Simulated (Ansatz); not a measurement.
HgPt under pressure

Method: DFT PBEsol, scalar-relativistic, plane waves, PAW in Ansatz. Plane waves to 420 eV; Γ-centred k mesh 14×14×12; Fermi-Dirac smearing of 0.15 eV. No spin polarisation. Phonons by linear response, acoustic sum rule imposed.

Equilibrium structure at this level:
```xyz
2
Lattice="2.9704 0.0000 0.0000 0.0000 2.9704 0.0000 0.0000 0.0000 3.8912" Properties=species:S:1:pos:R:3 pbc="T T T"
Hg    0.0000    0.0000    0.0000
Pt    1.4852    1.4852    1.9456
```

In a metal, frequencies and elastic constants depend on the k mesh and the smearing, soft modes and shear constants most. Spin–orbit coupling is left out, which matters for heavy elements.

The cell is relaxed again at 8 and 25 GPa. How do volume, gap and optical modes at Γ (cm⁻¹, counted from the lowest optical one; a degenerate one stands once) change?

## Answers

```csv
,0 GPa,8 GPa,25 GPa
V/V0,1.000,0.960,0.900
gap (eV),0.00,0.00,0.00
mode 1,101,113,134
mode 3,151,169,199
```